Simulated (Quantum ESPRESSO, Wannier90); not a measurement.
# HgTe (zinc blende): Wannier90 run

```
CELL_PARAMETERS angstrom
      0.00000     3.28999     3.28999
      3.28999     0.00000     3.28999
      3.28999     3.28999     0.00000
ATOMIC_POSITIONS crystal
  Hg 0.00000 0.00000 0.00000
  Te 0.75000 0.75000 0.75000
```

Materials Project entry mp-2730; symmetrised, unrelaxed at this level. COD (Crystallography Open Database) has the formula in 2 space groups, this one among them (matched by group alone). Level: PBEsol, no spin polarisation, no spin-orbit coupling; pw.x of Quantum ESPRESSO at 66 Ry with PseudoDojo potentials, 8×8×8 k-points, Wannier90. Density: 8×8×8 mesh, Gaussian smearing 0.01 Ry. Spin-orbit coupling is left out although heavy elements are present.

Energies are relative to the Fermi level.

**Bands.** No gap over 0.05 eV opens at the Fermi level at this level of theory. 5 filled groups are cut off by gaps; the highest, bands 11–15, spans -7.09 to -6.09 eV and is Hg 5d 93 %, Te 5p 4 %.

**Model.** 8 functions (Hg sp, Te sp) from bands 10,16-31, frozen to 1.50 eV, reach Ω_I = 17.99 Å² and follow pw.x to 2.7 meV rms (states up to 1.0 eV relative to the Fermi level). Bands 11–15 (Hg 5d 93 %, Te 5p 4 %) lie between the kept ones and are excluded.

**Frozen window.** Edge, Ω_I and misfit go 1.0 eV, 17.77 Å², 5.6 meV; 1.5 eV, 17.99 Å², 2.7 meV; 2.5 eV, 18.93 Å², 2.5 meV; 3.5 eV, 19.68 Å², 2.3 meV. Ω_I never falls as the edge rises, since each frozen state takes freedom from the choice of the smoothest subspace.

**Outer window.** The setting "only the lowest 12 of the kept bands" raises Ω_I to 21.37 Å², as fewer states are left to mix in, and the misfit goes to 2.0 meV.

**Stops.** With the outer window to 7.54 eV the program stops (Energy window contains fewer states than number of target WFs).
